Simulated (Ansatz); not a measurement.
## Data sheet: Si (DFT)

Si:
```
CELL_PARAMETERS angstrom
      3.89041     0.00000     0.00000
     -1.94520     3.36919     0.00000
      0.00000     0.00000     4.12084
ATOMIC_POSITIONS crystal
  Si 0.50000 0.00000 0.00000
  Si 0.00000 0.50000 0.33333
  Si 0.50000 0.50000 0.66667
```

Space group P6_422 (No. 181); conventional cell a = b = 3.890 Å, c = 4.121 Å, α = β = 90.00°, γ = 120.00°.

Method: DFT-r²SCAN in the program Ansatz with PAW potentials. The cell and atoms are relaxed at this level. Other levels are named where they apply.

### Cell and energy

```
Property             Result
---------------  ----------
Volume per atom    18.00 Å³
Density          2.59 g/cm³
```

### Electronic structure

```
Quantity                                                                                                   Result
------------------------------------  ---------------------------------------------------------------------------
Electronic character                  no gap, with almost no states at the Fermi level (zero-gap or semimetallic)
Density of states at the Fermi level                                 0.00 states/eV per atom (mean over ±0.08 eV)
HSE06 gap on the r²SCAN cell              0.23 eV (a hybrid on a coarse mesh can open a false gap in a semimetal)
```

### Mechanics

```
Quantity                                                                                        Result
--------------------------------------------  --------------------------------------------------------
Bulk modulus (Birch–Murnaghan fit)                                                             103 GPa
Pressure derivative B′                                                                             4.3
Elastic constants (relaxed ions, GPa)         C11 = 209, C12 = 47.2, C13 = 61.5, C33 = 176, C44 = 88.4
Mechanical stability                                            stable (all eigenvalues of C positive)
Hill bulk and shear moduli                                                            104 and 78.9 GPa
Young's modulus                                                                                189 GPa
Poisson's ratio                                                                                   0.20
Debye temperature from the elastic constants                                                     692 K
```

The start of the workflow was typed in or built on a structure type; neither database checked (COD, Materials Project) lists it. It is not the phase usual at ambient conditions (space group No. 227). The cell was relaxed with r²SCAN under the symmetry of its start; whether a distortion lowers the energy is not shown. As this level gives no gap, shear constants depend on the k-mesh and smearing (Fermi–Dirac, 0.1 eV here).

Potentials: the later of the program's two PAW sets.
